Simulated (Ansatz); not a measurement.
A crystal relaxed with r2SCAN in the PAW code Ansatz has space group P4/mmm (No. 123) and a = 4.320 Å, c = 5.868 Å.

```json
{"atom": "K", "site": "1a", "x": "0.0000", "y": "0.0000", "z": "0.0000"}
{"atom": "Xx", "site": "1b", "x": "0.0000", "y": "0.0000", "z": "0.5000"}
{"atom": "Y", "site": "1d", "x": "0.5000", "y": "0.5000", "z": "0.5000"}
{"atom": "Xx", "site": "1c", "x": "0.5000", "y": "0.5000", "z": "0.0000"}
```

With r2SCAN the gap is 0.49 eV and direct, at Γ. The HSE06 gap is direct at Γ: 0.93 eV. Meshes: r2SCAN 6×6×4, HSE06 4×4×4. r2SCAN's ε∞ is 5.9 along x and y, 7.6 along z.

Question: Which element is Xx?
A. Te
B. Se
C. O
D. S

Answer: B. Xx is Se: KYSe2, ordered on the rocksalt lattice (P4/mmm) with 4 atoms a cell. K is surrounded by 6 Se at 2.93–3.05 Å; Se is surrounded by 2 K at 2.93 Å and 4 Y at 3.05 Å; Y is surrounded by 6 Se at 2.93–3.05 Å; Se is surrounded by 2 Y at 2.93 Å and 4 K at 3.05 Å.

Spin-unpolarised throughout. Whether this structure exists isn't addressed.

The runs are scalar-relativistic, without spin-orbit coupling.

The meshes of the hybrids are coarse, so their gaps aren't converged to the digits shown.
